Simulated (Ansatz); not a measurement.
Te₂Mo:
```yaml
crystal:
  lattice:
    - [0.00000, 3.32736, 3.32736]
    - [3.32736, 0.00000, 3.32736]
    - [3.32736, 3.32736, 0.00000]
  atoms:
    - { symbol: Mo, position: [0.00000, 0.00000, 0.00000] }
    - { symbol: Te, position: [0.25000, 0.25000, 0.25000] }
    - { symbol: Te, position: [0.75000, 0.75000, 0.75000] }
```

Relaxed with PBE. Special points in fractions of this cell's reciprocal vectors: Γ (0.000, 0.000, 0.000); X (0.500, 0.000, 0.500); U (0.625, 0.250, 0.625); K (0.375, 0.375, 0.750); L (0.500, 0.500, 0.500); W (0.500, 0.250, 0.750).

List the band energies nearest the Fermi level at these points for PBE in the plane-wave PAW code Ansatz.

In eV from the Fermi level; about four levels below and three above (degenerate sets whole), none deeper than 8.9 eV; points with the same levels are listed once.

```csv
k,below,above
Γ,-4.90 -4.90 -4.90 -0.70 -0.70,0.19 0.19 0.19
X,-1.70 -1.70 -0.82 -0.14,1.26 2.34 3.72 3.72
U,-2.29 -1.61 -0.28 -0.01,1.16 1.40 3.08
L,-2.50 -2.50 -2.28 -0.43 -0.43,1.27 3.18 3.18
W,-3.03 -3.03 -1.63 -0.30,0.20 1.63 1.63
```

Space group Fm-3m (fluorite or antifluorite type). A made-up cell: these elements were put on the sites of a structure type; neither database checked (COD, Materials Project) lists it. It is not the phase usual at ambient conditions (space group No. 194). The cell was relaxed with PBE under the symmetry of its start; whether a distortion lowers the energy is not shown. The run is not spin-polarised. Scalar-relativistic: spin–orbit coupling is off unless named, which matters more the heavier the elements.

Potentials: the later of the program's two PAW sets.
